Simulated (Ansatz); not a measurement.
Values for one crystal, relaxed and computed with r²SCAN in the plane-wave PAW code Ansatz; other levels are named.

| Item | Value |
|---|---|
| Volume per atom | 33.75 Å³ |
| Electronic character | metallic (no gap) |
| Young's modulus | 68.3 GPa |
| Hill bulk and shear moduli | 41.1 and 27.9 GPa |
| Elastic constants (relaxed ions, GPa) | C11 = 81.3, C12 = 29.2, C13 = 17.0, C33 = 82.0, C44 = 26.9 |
| Debye temperature from the elastic constants | 258 K |
| Poisson's ratio | 0.22 |

Q: Which of these materials gives this?
A. Sc, hcp (Mg type)
B. Y, hcp (Mg type)
C. Ru, hcp (Mg type)
D. Sn, hcp (Mg type)

A: B, Y, hcp (Mg type)

Space group P6_3/mmc (hcp (Mg type)). The r²SCAN relaxation kept the symmetry of its start. The final state is ferromagnetic, chosen from 5 collinear starts compared on coarse meshes (ties went to the first, and starts can fall back to one state), not a proven ground state. Other orbital occupations within this spin state were not tried. As this level gives no gap, shear constants depend on the k-mesh and smearing (Fermi–Dirac, 0.1 eV here). Spin–orbit coupling is left out wherever it is not named.

Potentials: the earlier of the program's two PAW sets. The files were generated under PBE; for other functionals the program regenerates the frozen cores, and for LDA and PBEsol the local potential too.
